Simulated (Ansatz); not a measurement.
## Profile along the Na–Na line in Na (hcp, Mg type)

Na (hcp, Mg type)

```yaml
crystal:
  lattice:
    - [3.76305, 0.00000, 0.00000]
    - [-1.88152, 3.25889, 0.00000]
    - [0.00000, 0.00000, 6.15358]
  atoms:
    - { symbol: Na, position: [0.33333, 0.66667, 0.25000] }
    - { symbol: Na, position: [0.66667, 0.33333, 0.75000] }
```

Fields along a shortest Na–Na line of a (0001) plane (3.76 Å), from Na to Na, interpolated on the slice's grid (step about 0.2 Å). Method: r2SCAN (plane waves to 500 eV, PAW, scalar-relativistic; Ansatz, a program for electronic structure). k mesh 14×14×8. Near the nuclei the fields are pseudised (PAW); where an atom keeps semicore shells as valence, they peak there. Na was relaxed with its symmetry unable to fall. This is one of several known forms of Na; the measured ambient cells at hand have space group No. 229.

| distance from Na (Å) | valence electron density (e/Å³) | electron localisation function |
|---|---|---|
| 0.00 | 20.76 | x |
| 0.38 | 10.10 | x |
| 0.75 | 0.51 | 0.46 |
| 1.13 | 0.05 | 0.02 |
| 1.50 | 0.03 | 0.17 |
| 1.88 | 0.03 | 0.47 |
| 2.26 | 0.03 | 0.17 |
| 2.63 | 0.05 | 0.02 |
| 3.01 | 0.51 | 0.46 |
| 3.38 | 10.10 | x |
| 3.76 | 20.76 | x |

x: too close to a nucleus for the ELF to mean much.

Density on the Na–Na line (3.76 Å) at its midpoint: 0.03 e/Å³. ELF at that point: 0.47.
